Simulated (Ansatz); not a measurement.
MoS2 under strain: ⁹⁷Mo NMR of the central transition

Cell: a structure deposited in the COD, relaxed with PBE at fixed cell and then changed (z compressed by 1 %, ions relaxed).

```
Mo S
1.0
     3.14000    0.00000    0.00000
    -1.57000    2.71932    0.00000
     0.00000    0.00000   12.40470
Mo S
2 4
Direct
  0.33333 0.66667 0.25000
  0.66667 0.33333 0.75000
  0.33333 0.66667 0.62328
  0.66667 0.33333 0.12328
  0.33333 0.66667 0.87672
  0.66667 0.33333 0.37672
```

Atom numbers follow the list; atoms alike are taken as one site, whose name carries the number of the first.

Computed with Ansatz: DFT, PBE, plane waves and PAW, scalar-relativistic, collinear spin, 420 eV cutoff, Γ-centred 16×16×4 k-points, Fermi–Dirac smearing 0.02 eV. Start moments as typed (μB): 2 on each Mo, none on the rest.

⁹⁷Mo has I = 5/2 and Q = 255.0 mb (Pyykkö 2018); at 35.2 T its Larmor frequency is ν₀ = 100.2 MHz (from the bare nuclear moment; shielding lowers the observed one by a per cent or two). Only the quadrupole interaction is simulated: positions count from each site's isotropic chemical shift, and shift anisotropy, dipolar and J coupling are left out.

Simulated pattern of one Mo site (static powder, Gaussian broadening 10 kHz):

| offset (kHz) | height |
| --- | --- |
| -427.3 | 0 |
| -397.6 | 97 |
| -368.0 | 100 |
| -338.3 | 66 |
| -308.6 | 54 |
| -278.9 | 47 |
| -249.2 | 43 |
| -219.5 | 40 |
| -189.9 | 38 |
| -160.2 | 37 |
| -130.5 | 35 |
| -100.8 | 36 |
| -71.1 | 34 |
| -41.5 | 34 |
| -11.8 | 34 |
| 17.9 | 27 |
| 47.6 | 28 |
| 77.3 | 30 |
| 107.0 | 33 |
| 136.6 | 38 |
| 166.3 | 46 |
| 196.0 | 71 |
| 225.7 | 69 |
| 255.4 | 0 |

(1) Which |C_Q| and η does the pattern imply?

Answers

(1) The pattern spans 614 kHz before broadening and its centre of gravity is at -118 kHz, which fixes P_Q; the places of the horns and steps fix η. That gives P_Q = 44.4 MHz, |C_Q| = 44.4 MHz and η = 0.00. The sign of C_Q can't be read from the pattern.

An axis of threefold or higher order runs through Mo, so V_zz lies along it and η is zero.

Without spin–orbit coupling (the program notes it for Mo) the gradients can shift somewhat, as the gap is small. The start moments die out, and the run ends without spin.

The relaxation (4 steps) took 33 s of wall time (33 s of CPU time) and 0.86 GiB at its peak, on 1 thread of AMD EPYC 9R45 (Zen 5) (x86_64; 16 cores open to the job, memory cap 3.0 GiB, no GPU), a shared host with a load of 0.2 a core.
